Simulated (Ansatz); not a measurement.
The following input was run with Ansatz 0.2.0.

```yaml
crystal:
  lattice:
    - [3.926, 0.0, 0.0]
    - [0.0, 3.926, 0.0]
    - [0.0, 0.0, 3.926]
  atoms:
    - { symbol: Hf, position: [0.0, 0.0, 0.0] }
    - { symbol: Ir, position: [0.0, 0.5, 0.5] }
    - { symbol: Ir, position: [0.5, 0.0, 0.5] }
    - { symbol: Ir, position: [0.5, 0.5, 0.0] }
basis:
  ecutwfc: 500
kpoints:
  mp_grid: { grid: [12, 12, 12] }
hamiltonian:
  xc: r2scan
scf:
  occupations: { method: gaussian, width: 0.1 }
output:
  forces: true
  stress: true
  eigenvalues: true
relax:
  adjacent_minimum: "off"
  f_tol: 0.005
  max_steps: 80
  cell: { stress_tol: 0.05 }
```

Launched with
```bash
ansatz run input.yaml --threads 1 --pin off --max-ram 2560MiB --backend cpu --events-out ev --progress --plain --runs-dir out
```

Level of theory: DFT r2SCAN, scalar-relativistic, plane waves, PAW in Ansatz 0.2.0.

Part of what the program printed, abridged:

```
Pseudopotentials: kind: paw
Pseudopotential: Hf, paw, valence charge 26, recommended cutoff 500 eV (meta_gga)
Pseudopotential: Ir, paw, valence charge 17, recommended cutoff 500 eV (meta_gga)
Functional definition: r2SCAN
Crystal: 4 atoms, lattice volume = 60.513 Å³
Basis set: ecut = 500 eV, 1551 PW (Γ), exchange–correlation on 120×120×120 points (64 copies of the dense FFT grid, shifted against one another)
Bands: 47, of which v1, the nominal top of the filled ones, is band 39 counted from 1 (38 counted from 0)
Symmetry: 48 space group operations
Space group: Pm-3m (ITA 221), of the structure as read, at distance tolerance 3.9e-5 Å
k-points: 84 of 1728
Initial density: superposition of atomic densities (neutral atoms: chi_scale 0, normalization atom), corrected by the library's trained network
Initial wavefunctions: pseudopotential atomic-orbital guess
Functional: x = r2scan, c = r2scan; τ floored in thin density (d = 2e-4 eV/Å³)
SCF iter   1: F=—  HF=-51582.550452 eV  |F-HF|=—  |Δ(HF+E_count)|=         —  Δρ=1.55e-2  dr2=1.32e-1  dr2_τ=1.84e-1  ethr=1.77e-3  ⟨swp⟩=5.7  Hψ=12658  notcnv=0  defer=25
SCF iter   2: F=—  HF=-51582.621149 eV  |F-HF|=—  |Δ(HF+E_count)|=   7.07e-2  Δρ=7.77e-3  dr2=3.28e-2  dr2_τ=3.56e-3  ethr=1.72e-4  ⟨swp⟩=2.0  Hψ=8074  notcnv=0  defer=205
SCF iter   3: F=—  HF=-51582.620895 eV  |F-HF|=—  |Δ(HF+E_count)|=   2.54e-4  Δρ=2.88e-3  dr2=2.00e-3  dr2_τ=1.04e-3  ethr=4.26e-5  ⟨swp⟩=2.0  Hψ=5558  notcnv=0  defer=205
SCF iter   4: F=—  HF=-51582.620989 eV  |F-HF|=—  |Δ(HF+E_count)|=   9.41e-5  Δρ=1.31e-3  dr2=4.97e-4  dr2_τ=5.13e-5  ethr=2.60e-6  ⟨swp⟩=2.1  Hψ=5959  notcnv=0  defer=205
SCF iter   5: F=—  HF=-51582.621226 eV  |F-HF|=—  |Δ(HF+E_count)|=   2.36e-4  Δρ=3.13e-4  dr2=7.40e-5  dr2_τ=3.61e-6  ethr=6.45e-7  ⟨swp⟩=2.6  Hψ=6937  notcnv=0  defer=205
SCF iter   6: F=—  HF=-51582.621251 eV  |F-HF|=—  |Δ(HF+E_count)|=   2.52e-5  Δρ=8.16e-5  dr2=1.88e-6  dr2_τ=5.08e-7  ethr=9.62e-8  ⟨swp⟩=2.0  Hψ=5360  notcnv=0  defer=205
SCF iter   7: F=—  HF=-51582.621252 eV  |F-HF|=—  |Δ(HF+E_count)|=   1.22e-6  Δρ=1.82e-5  dr2=2.92e-7  dr2_τ=1.07e-8  ethr=2.44e-9  ⟨swp⟩=2.0  Hψ=5648  notcnv=0  defer=205
SCF iter   8: F=-51582.621252 eV  HF=-51582.621252 eV  |F-HF|=3.54e-9  |Δ(HF+E_count)|=   1.57e-7  Δρ=4.32e-6  dr2=8.22e-9  dr2_τ=5.82e-10  ethr=1.30e-10  ⟨swp⟩=8.5  Hψ=15920  notcnv=0
SCF 1 converged in 8 iterations: F = -51582.621252 eV  dr2 = 8.22e-9
relax step   1: F+E_penalty+E_count = -51582.62125217 eV  Δ(F+E_penalty+E_count) = +0.000e0 eV  max|allowed force component| = 2.388e-28 eV/Å  Δτ_max = 0.0000 Å  P = +3.807 GPa  Ω = 60.513 Å³  (8 SCF iters, dr2 threshold 1.00e-7 eV, accepted)
Crystal: 4 atoms, lattice volume = 63.040 Å³
Basis set: ecut = 500 eV, 1575 PW (Γ), exchange–correlation on 120×120×120 points (64 copies of the dense FFT grid, shifted against one another)
Initial density: handed on by an earlier stage of this run
Initial wavefunctions: those handed on with the density
SCF iter   1: F=—  HF=-51582.406232 eV  |F-HF|=—  |Δ(HF+E_count)|=         —  Δρ=9.64e-3  dr2=1.28e-1  dr2_τ=1.91e-1  ethr=1.66e-4  ⟨swp⟩=1.1  Hψ=16477  notcnv=0
SCF iter   2: F=—  HF=-51582.583637 eV  |F-HF|=—  |Δ(HF+E_count)|=   1.77e-1  Δρ=2.44e-3  dr2=5.41e-3  dr2_τ=6.49e-3  ethr=1.66e-4  ⟨swp⟩=2.0  Hψ=5810  notcnv=0
SCF iter   3: F=—  HF=-51582.583767 eV  |F-HF|=—  |Δ(HF+E_count)|=   1.30e-4  Δρ=1.67e-3  dr2=3.75e-3  dr2_τ=8.32e-5  ethr=7.03e-6  ⟨swp⟩=2.0  Hψ=5553  notcnv=0
SCF iter   4: F=—  HF=-51582.583105 eV  |F-HF|=—  |Δ(HF+E_count)|=   6.62e-4  Δρ=8.09e-4  dr2=7.72e-4  dr2_τ=6.04e-5  ethr=4.88e-6  ⟨swp⟩=2.0  Hψ=5855  notcnv=0
SCF iter   5: F=—  HF=-51582.582928 eV  |F-HF|=—  |Δ(HF+E_count)|=   1.77e-4  Δρ=2.99e-4  dr2=4.98e-5  dr2_τ=2.86e-6  ethr=1.00e-6  ⟨swp⟩=2.0  Hψ=6545  notcnv=0
SCF iter   6: F=—  HF=-51582.582967 eV  |F-HF|=—  |Δ(HF+E_count)|=   3.86e-5  Δρ=7.60e-5  dr2=8.51e-6  dr2_τ=3.99e-7  ethr=6.46e-8  ⟨swp⟩=2.0  Hψ=7059  notcnv=0
SCF iter   7: F=—  HF=-51582.582966 eV  |F-HF|=—  |Δ(HF+E_count)|=   5.58e-7  Δρ=2.89e-5  dr2=5.94e-7  dr2_τ=2.08e-8  ethr=1.10e-8  ⟨swp⟩=2.0  Hψ=6243  notcnv=0
SCF iter   8: F=-51582.582965 eV  HF=-51582.582965 eV  |F-HF|=2.36e-7  |Δ(HF+E_count)|=   1.02e-6  Δρ=1.21e-5  dr2=8.62e-8  dr2_τ=6.54e-9  ethr=5.19e-10  ⟨swp⟩=5.2  Hψ=15579  notcnv=0
SCF 2 converged in 8 iterations: F = -51582.582965 eV  dr2 = 8.62e-8
relax step   2: F+E_penalty+E_count = -51582.58296482 eV  Δ(F+E_penalty+E_count) = +3.829e-2 eV  max|allowed force component| = 9.466e-30 eV/Å  Δτ_max = 0.0000 Å  P = -8.020 GPa  Ω = 63.040 Å³  energy of the carried Pulay correction = -1.415e-3 eV  (8 SCF iters, dr2 threshold 4.00e-7 eV, rejected (line search))
Crystal: 4 atoms, lattice volume = 61.304 Å³
SCF iter   1: F=—  HF=-51582.556123 eV  |F-HF|=—  |Δ(HF+E_count)|=         —  Δρ=5.98e-3  dr2=4.99e-2  dr2_τ=8.82e-2  ethr=6.93e-5  ⟨swp⟩=1.0  Hψ=15926  notcnv=0
SCF iter   2: F=—  HF=-51582.629765 eV  |F-HF|=—  |Δ(HF+E_count)|=   7.36e-2  Δρ=1.45e-3  dr2=2.51e-3  dr2_τ=1.99e-3  ethr=6.48e-5  ⟨swp⟩=2.6  Hψ=6671  notcnv=0
SCF iter   3: F=—  HF=-51582.629841 eV  |F-HF|=—  |Δ(HF+E_count)|=   7.58e-5  Δρ=9.83e-4  dr2=1.32e-3  dr2_τ=3.11e-5  ethr=3.26e-6  ⟨swp⟩=2.0  Hψ=4555  notcnv=0
SCF iter   4: F=—  HF=-51582.629617 eV  |F-HF|=—  |Δ(HF+E_count)|=   2.23e-4  Δρ=4.66e-4  dr2=2.25e-4  dr2_τ=1.65e-5  ethr=1.71e-6  ⟨swp⟩=2.0  Hψ=5386  notcnv=0
SCF iter   5: F=—  HF=-51582.629578 eV  |F-HF|=—  |Δ(HF+E_count)|=   3.92e-5  Δρ=1.73e-4  dr2=1.71e-5  dr2_τ=1.22e-6  ethr=2.92e-7  ⟨swp⟩=2.0  Hψ=6891  notcnv=0
SCF iter   6: F=—  HF=-51582.629584 eV  |F-HF|=—  |Δ(HF+E_count)|=   5.81e-6  Δρ=5.68e-5  dr2=3.86e-6  dr2_τ=2.25e-7  ethr=2.22e-8  ⟨swp⟩=2.0  Hψ=6950  notcnv=0
SCF iter   7: F=—  HF=-51582.629586 eV  |F-HF|=—  |Δ(HF+E_count)|=   2.20e-6  Δρ=1.74e-5  dr2=1.71e-7  dr2_τ=1.31e-8  ethr=5.01e-9  ⟨swp⟩=2.0  Hψ=6914  notcnv=0
SCF iter   8: F=—  HF=-51582.629586 eV  |F-HF|=—  |Δ(HF+E_count)|=   1.70e-7  Δρ=4.61e-6  dr2=1.26e-8  dr2_τ=2.00e-9  ethr=2.22e-10  ⟨swp⟩=2.0  Hψ=7039  notcnv=0
SCF iter   9: F=—  HF=-51582.629586 eV  |F-HF|=—  |Δ(HF+E_count)|=   1.95e-8  Δρ=1.47e-6  dr2=1.76e-9  dr2_τ=9.02e-11  ethr=1.63e-11  ⟨swp⟩=2.0  Hψ=6983  notcnv=0
SCF iter  10: F=—  HF=-51582.629586 eV  |F-HF|=—  |Δ(HF+E_count)|=  9.39e-10  Δρ=2.89e-7  dr2=6.00e-11  dr2_τ=3.95e-12  ethr=2.29e-12  ⟨swp⟩=2.0  Hψ=6916  notcnv=0
SCF iter  11: F=-51582.629586 eV  HF=-51582.629586 eV  |F-HF|=0.00e0  |Δ(HF+E_count)|=  4.37e-11  Δρ=4.60e-8  dr2=5.89e-13  dr2_τ=1.28e-13  ethr=1.00e-12  ⟨swp⟩=4.1  Hψ=13960  notcnv=0
SCF 3 converged in 11 iterations: F = -51582.629586 eV  dr2 = 5.89e-13
relax step   3: F+E_penalty+E_count = -51582.62958630 eV  Δ(F+E_penalty+E_count) = -8.334e-3 eV  max|allowed force component| = 8.152e-29 eV/Å  Δτ_max = 0.0000 Å  P = -0.198 GPa  Ω = 61.304 Å³  energy of the carried Pulay correction = -4.492e-4 eV  (11 SCF iters, accepted)
Crystal: 4 atoms, lattice volume = 61.264 Å³
SCF iter   1: F=—  HF=-51582.629591 eV  |F-HF|=—  |Δ(HF+E_count)|=         —  Δρ=1.46e-4  dr2=2.93e-5  dr2_τ=5.01e-5  ethr=3.95e-8  ⟨swp⟩=2.2  Hψ=15025  notcnv=0
SCF iter   2: F=—  HF=-51582.629634 eV  |F-HF|=—  |Δ(HF+E_count)|=   4.37e-5  Δρ=3.59e-5  dr2=1.41e-6  dr2_τ=1.26e-6  ethr=3.81e-8  ⟨swp⟩=2.7  Hψ=6730  notcnv=0
SCF iter   3: F=—  HF=-51582.629634 eV  |F-HF|=—  |Δ(HF+E_count)|=   6.38e-8  Δρ=2.43e-5  dr2=7.89e-7  dr2_τ=1.96e-8  ethr=1.28e-10  ⟨swp⟩=5.2  Hψ=14691  notcnv=0
SCF iter   4: F=—  HF=-51582.629634 eV  |F-HF|=—  |Δ(HF+E_count)|=   1.33e-7  Δρ=1.05e-5  dr2=1.13e-7  dr2_τ=1.07e-8  ethr=1.02e-9  ⟨swp⟩=2.0  Hψ=6070  notcnv=0
SCF iter   5: F=-51582.629634 eV  HF=-51582.629634 eV  |F-HF|=1.97e-9  |Δ(HF+E_count)|=   2.30e-8  Δρ=4.10e-6  dr2=9.75e-9  dr2_τ=6.06e-10  ethr=1.28e-10  ⟨swp⟩=4.0  Hψ=13573  notcnv=0
SCF 4 converged in 5 iterations: F = -51582.629634 eV  dr2 = 9.75e-9
relax step   4: F+E_penalty+E_count = -51582.62963431 eV  Δ(F+E_penalty+E_count) = -4.801e-5 eV  max|allowed force component| = 3.953e-30 eV/Å  Δτ_max = 0.0000 Å  P = -0.001 GPa  Ω = 61.264 Å³  energy of the carried Pulay correction = -4.264e-4 eV  (5 SCF iters, dr2 threshold 9.85e-8 eV, accepted)
Initial wavefunctions: pseudopotential atomic-orbital guess (no wavefunctions were taken with the density)
SCF iter   1: F=—  HF=-51582.629994 eV  |F-HF|=—  |Δ(HF+E_count)|=         —  Δρ=1.70e-4  dr2=4.24e-7  dr2_τ=1.47e-6  ethr=3.38e-8  ⟨swp⟩=3.9  Hψ=23830  notcnv=0
SCF iter   2: F=—  HF=-51582.630047 eV  |F-HF|=—  |Δ(HF+E_count)|=   5.29e-5  Δρ=8.64e-5  dr2=1.13e-7  dr2_τ=1.91e-6  ethr=5.51e-10  ⟨swp⟩=2.0  Hψ=7086  notcnv=0
SCF iter   3: F=—  HF=-51582.630069 eV  |F-HF|=—  |Δ(HF+E_count)|=   2.26e-5  Δρ=2.13e-6  dr2=1.74e-9  dr2_τ=5.58e-10  ethr=1.47e-10  ⟨swp⟩=2.0  Hψ=6925  notcnv=0
SCF iter   4: F=—  HF=-51582.630069 eV  |F-HF|=—  |Δ(HF+E_count)|=  5.97e-10  Δρ=1.43e-6  dr2=6.93e-10  dr2_τ=1.32e-10  ethr=2.26e-12  ⟨swp⟩=2.0  Hψ=6822  notcnv=0
SCF iter   5: F=—  HF=-51582.630069 eV  |F-HF|=—  |Δ(HF+E_count)|=   1.10e-9  Δρ=5.74e-7  dr2=2.03e-10  dr2_τ=1.91e-11  ethr=1.00e-12  ⟨swp⟩=2.0  Hψ=6884  notcnv=0
SCF iter   6: F=-51582.630069 eV  HF=-51582.630069 eV  |F-HF|=2.18e-11  |Δ(HF+E_count)|=  2.33e-10  Δρ=1.75e-7  dr2=2.23e-11  dr2_τ=1.04e-12  ethr=1.00e-12  ⟨swp⟩=3.2  Hψ=15206  notcnv=0
SCF 5 converged in 6 iterations: F = -51582.630069 eV  dr2 = 2.23e-11
SCF converged after 6 iterations
Free energy (F): -51582.630069 eV
Harris-Foulkes:  -51582.630069 eV  (|F-HF|=2.18e-11)
Internal energy: -51582.615759 eV  (E = F + TS)
E sigma→0 (E₀):  -51582.622914 eV
Entropy (-TS):   -0.014310 eV (-3.578 meV/atom)
Fermi energy:    24.254960 eV
--- Per-component energies (eV) ---
  E_band       = -173.623950
  E_kinetic    = 2296.838278
  E_local      = -7950.132880  (includes V_loc(G=0)·N_el)
  E_nonlocal   = -1025.191438
  E_hartree    = 3513.064768
  E_xc         = -1052.082957
  E_vxc        = -1297.581299  (∫ρ·V_xc dr)
  E_paw        = -34702.491214  (= ΣΔE_a)
  E_vpaw       = 699.346570  (= ΣTr[D̂ρ^β])
  E_aug_tail   = -0.000041  (compensation charges beyond the density's cutoff)
  E_vtau       = 76.967426  (kinetic-family band-sum trace: ∫τ·v_τ [+ j·A + Jᵃ·Aᵃ] dr)
  E_ewald      = -12661.991116
  E_core_change = -0.629159  (= ΣΔE_core)
  E_smearing   = -0.014310  (= −TS)
--- Forces (eV/Å), atoms counted from 1 ---
  atom   1  Hf     0.00000000     0.00000000     0.00000000
  atom   2  Ir     0.00000000     0.00000000     0.00000000
  atom   3  Ir     0.00000000     0.00000000     0.00000000
  atom   4  Ir     0.00000000     0.00000000     0.00000000
--- Stress (GPa, compression-positive) ---
        0.005465       0.000000       0.000000
        0.000000       0.005465       0.000000
        0.000000       0.000000       0.005465
  P = ⅓ Tr σ = 0.0055 GPa (0.055 kbar)
--- Band table (eV; the first three rows and the last of 84) ---
  k-point 0: bands = ["-69.6575", "-69.6050", "-69.6050", "-38.7348", "-26.1336", "-26.1336", "-26.1336", "-25.8471", "-25.8471", "-25.8471", "-25.6955", "-25.6955", "-25.6955", "-6.7898", "-6.7898", "-6.7898", "12.8672", "12.8672", "12.8672", "12.8726", "12.8726", "12.8726", "12.8746", "14.4380", "17.7357", "17.7477", "17.7477", "18.3774", "18.3774", "18.3774", "21.9360", "21.9360", "21.9360", "24.2186", "24.2186", "25.6598", "26.3094", "26.3094", "26.3094", "27.2418", "27.2418", "27.2418", "29.2874", "29.2874", "31.2086", "31.2086", "31.2086"]
  k-point 1: bands = ["-69.6567", "-69.6058", "-69.6050", "-38.7349", "-26.1293", "-26.1293", "-26.1264", "-25.8484", "-25.8484", "-25.8476", "-25.7032", "-25.6986", "-25.6986", "-6.7963", "-6.7910", "-6.7910", "12.8660", "12.8668", "12.8668", "12.8711", "12.8725", "12.8725", "12.8740", "14.5456", "17.7885", "17.8172", "17.8354", "18.4206", "18.4477", "18.4477", "21.8617", "21.9811", "21.9811", "24.1253", "24.2301", "25.5541", "25.6669", "25.6669", "26.3098", "26.7020", "27.6681", "27.6681", "29.2132", "29.3552", "31.1875", "31.2096", "31.2096"]
  k-point 2: bands = ["-69.6544", "-69.6081", "-69.6050", "-38.7350", "-26.1170", "-26.1170", "-26.1052", "-25.8524", "-25.8524", "-25.8486", "-25.7259", "-25.7072", "-25.7072", "-6.8139", "-6.7945", "-6.7945", "12.8630", "12.8657", "12.8657", "12.8674", "12.8722", "12.8723", "12.8723", "14.8624", "17.9150", "18.0335", "18.0916", "18.5477", "18.6571", "18.6571", "21.6507", "22.1066", "22.1066", "23.8557", "24.2545", "24.6829", "24.6829", "25.2438", "25.5548", "26.3108", "27.8814", "27.8814", "29.0064", "29.2453", "31.1342", "31.4815", "31.4815"]
  k-point 83: bands = ["-69.6223", "-69.6223", "-69.6223", "-38.7323", "-26.2824", "-26.0821", "-26.0821", "-26.0821", "-25.7281", "-25.7281", "-25.6953", "-25.6953", "-25.6953", "-6.8230", "-6.8230", "-6.8230", "12.8672", "12.8672", "12.8672", "12.8699", "12.8717", "12.8717", "12.8717", "17.4583", "17.4583", "17.4583", "17.9551", "21.1058", "21.1058", "21.1058", "21.8326", "21.8326", "21.8326", "22.5189", "22.5189", "24.2502", "25.0570", "25.0570", "25.0570", "25.7417", "25.7417", "25.7417", "28.4017", "28.4017", "28.4017", "30.2440", "30.2440"]
--- Relaxed structure (4 steps of the walk, 3 accepted, 1 SCFs on fresh bases) ---
  F+E_penalty+E_count = -51582.63006923 eV   max|allowed force component| = 9.154e-30 eV/Å   (the final SCF, on the basis selected at the relaxed cell)
  cell:  # Å, volume = 61.2636 Å³
    - [3.94215843, 0.0, 0.0]
    - [0.0, 3.94215843, 0.0]
    - [0.0, 0.0, 3.94215843]
  atoms:
    - { symbol: Hf, position: [0.0, 0.0, 0.0] }
    - { symbol: Ir, position: [0.0, 0.5, 0.5] }
    - { symbol: Ir, position: [0.5, 0.0, 0.5] }
    - { symbol: Ir, position: [0.5, 0.5, 0.0] }
```

The relaxation met its thresholds.

Time: 2.6 min on 1 thread of Arm Neoverse V1 (shared host), peak memory 0.62 GiB.

Spin–orbit coupling is left out, which can shift energies with elements as heavy as these.